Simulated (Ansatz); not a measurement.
# GePt: reading a single point

```
Ge Pt
1.0
     5.88347    0.00000    0.00000
     0.00000    3.54209    0.00000
     0.00000    0.00000    6.36884
Ge Pt
4 4
Cartesian
  1.1179 0.8855 3.6621
  1.8239 2.6566 0.4777
  4.0596 0.8855 5.8912
  4.7656 2.6566 2.7068
  0.0294 0.8855 1.1973
  2.9123 2.6566 4.3818
  2.9712 0.8855 1.9871
  5.8541 2.6566 5.1715
```

Level: PBE, no spin polarisation; 420 eV; 6×10×6 Γ-centred mesh; fermi-dirac occupations (width 0.1 eV); Ansatz 0.2.0, fixed geometry.

(1) What happens at the Fermi level?

(2) Give the Bader charges.

(3) Describe some of the short contacts.

(4) What is the formation energy?

(5) Which atom feels the largest force, and which way?

(6) Is the cell too large or too small?

Origin: a known structure type with other elements, at an estimated volume, so it need not be a known compound.

## Answers

(1) It is a metal, with about 2.1 states/eV a cell as the mean within 0.25 eV of the Fermi level, mostly Pt d (42 %), Ge p (33 %) and Ge s (17 %).

(2) Bader charges in e: Ge +0.59, Pt -0.59. In the mean Ge gives up most and Pt takes most.

(3) Ge–Pt at 2.50 Å: least valence density 0.49 e/Å³ and ELF 0.44 there. Both are smooth PAW fields, read partly inside the augmentation spheres.

(4) -0.44 eV an atom against the elements' usual phases (free molecules for gases, crystals otherwise, with no correction for O₂ or N₂), so it is bound against them; other compounds may still compete. Relaxing would lower it.

(5) The largest is on Pt5 (and as large on other atoms): 0.51 eV/Å, components (-0.09, 0.00, 0.50). It makes 121° with the line to a nearest neighbour, Ge3 at 2.50 Å.

(6) The pressure is 2.4 GPa (compression positive), so with the atoms held at these fractions the cell would first expand. The principal stresses -0.7, 2.5, 5.4 GPa differ, so its shape would change too.
